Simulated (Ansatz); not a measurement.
PIr$_{2}$ (fluorite or antifluorite type, Fm-3m), the program Ansatz at the PBE level (PAW), all energies at zero smearing, with the estimated change up to a 700 eV cutoff added, with one set of potentials and settings (totals compare only within such a set). Cell of 3 atoms (1 P, 2 Ir): -24627.504 eV.

| element | reference phase | E (eV/atom) |
|---|---|---|
| P | Cmce, 4 atoms in the cell | -755.6743 |
| Ir | Fm-3m, 1 atoms in the cell | -11935.3137 |

Formation energy per atom, worked out: (-24627.504 − 1×(-755.6743) − 2×(-11935.3137))/3 = -0.401 eV/atom (-39 kJ per mol of atoms), at 0 K, without zero-point energy or fitted corrections.

The workflow started from a Materials Project entry (that database holds measured and hypothetical structures alike); the Crystallography Open Database files this formula in space group No. 225, but the cells were not matched. Its standing as an ambient phase is unchecked. The cell was relaxed with PBE under the symmetry of its start; its stability against distortions is not shown here. No spin polarisation was allowed. The references are the lowest solids computed at this level, not always the standard phases. Scalar-relativistic: spin–orbit coupling is off unless named, which matters more the heavier the elements.

Potentials: the later of the program's two PAW sets.
